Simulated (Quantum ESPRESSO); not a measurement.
## Kohn-Sham bands of BeTe (zinc blende)

```yaml
crystal:
  lattice:
    - [0.00000, 2.83146, 2.83146]
    - [2.83146, 0.00000, 2.83146]
    - [2.83146, 2.83146, 0.00000]
  atoms:
    - { symbol: Be, position: [0.00000, 0.00000, 0.00000] }
    - { symbol: Te, position: [0.25000, 0.25000, 0.25000] }
```

Materials Project entry mp-252; symmetrised, unrelaxed at this level. COD (Crystallography Open Database) has an entry of this formula and space group (matched by these alone). Level: PBE, no spin polarisation, no spin-orbit coupling; pw.x of Quantum ESPRESSO at 71 Ry with PseudoDojo potentials, 10×10×10 k-points, Wannier90. Density: 10×10×10 mesh, cold smearing 0.01 Ry. Spin-orbit coupling is left out although heavy elements are present.

Q: List the Kohn-Sham levels between −8 and 5.0 eV relative to the valence-band maximum at the high-symmetry points, as a band run of pw.x on that density gives them (levels within 2 meV counted together).

A: 
```csv
point,k (reciprocal lattice),levels (eV)
Γ,0.000 0.000 0.000,"0.00 (×3), 3.65 (×3), 3.71"
X,-0.500 -0.500 0.000,"-5.01, -2.58 (×2), 2.03, 2.72"
U,-0.375 -0.375 0.250,"-4.67, -3.78, -2.17, 2.75"
K,-0.375 0.000 0.375,"-4.67, -3.78, -2.17, 2.75"
L,0.000 0.000 0.500,"-5.42, -1.10 (×2), 3.05, 4.63 (×2)"
W,-0.500 -0.250 0.250,"-4.50, -3.60, -3.12"
```
